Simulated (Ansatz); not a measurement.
TiO$_{2}$ (anatase), relaxed with LDA (Ansatz, a first-principles code, plane waves, PAW): a = 3.740 Å, b = 3.740 Å, c = 9.460 Å, α = 90.00°, β = 90.00°, γ = 90.00°.

| Item | Value |
|---|---|
| gap (eV) | 2.09 |
| B₀ by P(V) fit (GPa) | 189 |

### Question
The same phase is relaxed and computed with HSE06 in the same code. What are the cell and these values now?

### Answer
a = b = 3.761 Å, c = 9.590 Å, α = β = γ = 90.00°.

* **gap (eV)**: 3.72
* **B₀ by P(V) fit (GPa)**: 200

All cells were relaxed under the symmetry of their starts (and spin orders); stability against distortions was not tested throughout. Named crystals with no word on spin ran without spin polarisation.

Potentials: the earlier of the program's two PAW sets. The files were generated under PBE; for other functionals the program regenerates the frozen cores, and for LDA and PBEsol the local potential too.

Ansatz is a plane-wave DFT program.
